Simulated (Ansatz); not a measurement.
Data sheet: BeS (DFT)

BeS:
```
BeS
1.0
    4.34675     0.00000     0.00000
    0.00000     4.34675     0.00000
    0.00000     0.00000     4.45633
Be S
2 2
Cartesian
  2.17337   0.00000   4.45472
  0.00000   2.17337   0.00161
  0.00000   0.00000   0.00000
  2.17337   2.17337   0.00000
```

Space group P4/mmm (No. 123); conventional cell a = 3.0736 Å, b = 3.0736 Å, c = 4.4563 Å, α = 90.00°, β = 90.00°, γ = 90.00°.

Method: r²SCAN in the plane-wave PAW code Ansatz. The cell and atoms are relaxed at this level. Other levels are named where they apply.

### Cell and energy

```json
{
 "volume_per_atom": "21.05 Å³",
 "density": "1.62 g/cm³",
 "Formation energy from the elements (no fitted shifts)": "-0.33 eV/atom"
}
```

### Electronic structure

```json
{
 "band_gap": "0.30 eV (indirect)",
 "valence_band_maximum": "at A",
 "conduction_band_minimum": "at Γ",
 "smallest_direct_gap_on_the_standard_path": "0.89 eV",
 "electron_effective_mass": "0.49, 0.49, 3.0 mₑ (principal values)"
}
```

### Mechanics

```json
{
 "mechanical_stability": "unstable (C has a negative eigenvalue)"
}
```

A made-up cell: these elements were put on the sites of a structure type; neither database checked (COD, Materials Project) lists it. COD files the formula under space group No. 216. Its standing as an ambient phase is unchecked. Symmetry was held in the r²SCAN relaxation. A crystal of weakly bound layers computed without a dispersion correction: the cell and the soft elastic constants depend strongly on that. Point labels and valley counts follow the cell and symmetry of the run, lower than the named group. The references are the lowest solids computed at this level, not always the standard phases.

Potentials: the later of the program's two PAW sets.
